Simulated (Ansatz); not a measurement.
A geometry of ZnSnN2 away from equilibrium: the start of the relaxation of a relaxed ZnSnN2 cell shaken by Gaussian noise of σ = 0.08 Å a coordinate. Computed with PBEsol (plane waves to 420 eV, PAW, scalar-relativistic; Ansatz, an electronic-structure program). Γ-centred k-mesh 8×8×3 on the run's cell (coarser than for final values), Fermi–Dirac smearing 0.05 eV.

```xyz
8
Lattice="3.1441 0.0000 0.0000 -1.5721 2.7229 0.0000 0.0000 0.0000 10.6098" Properties=species:S:1:pos:R:3:forces:R:3 pbc="T T T" free_energy=-19972.572 pressure_GPa=2.7
Zn    -0.0365     1.7846     7.9009    0.0252   -0.0454    1.2607
Zn     1.5653     0.8168     2.6511    0.0333    0.1963   -0.5469
N     -0.0339     1.6484     1.1728   -0.1440    0.3476    1.5789
N      1.4824     0.9107     6.7195    0.4163    0.0307   -1.4199
N      1.5051     0.9909     9.4248    0.1704   -0.7044   -0.8637
N      0.0050     1.9133     4.0173    0.4461    0.0327    1.1117
Sn    -0.0448    -0.0516    -0.0057   -0.0048    0.1991   -0.3292
Sn     0.1029     0.0111     5.3552   -0.9426   -0.0564   -0.7915
```

Positions in Å, forces in eV/Å, free energy of the cell in eV (comparable only within this code, potentials and settings). Largest force: 1.62 eV/Å, on N3 (atoms numbered as listed); the geometry lies 0.27 eV/atom above the end of its relaxation.

No spin polarisation in the result.

The end of the path is a generated cell of ZnSnN2: the first start was made by placing the elements on the sites of a structure type, and the end was not matched to a known phase here, so it may be hypothetical.
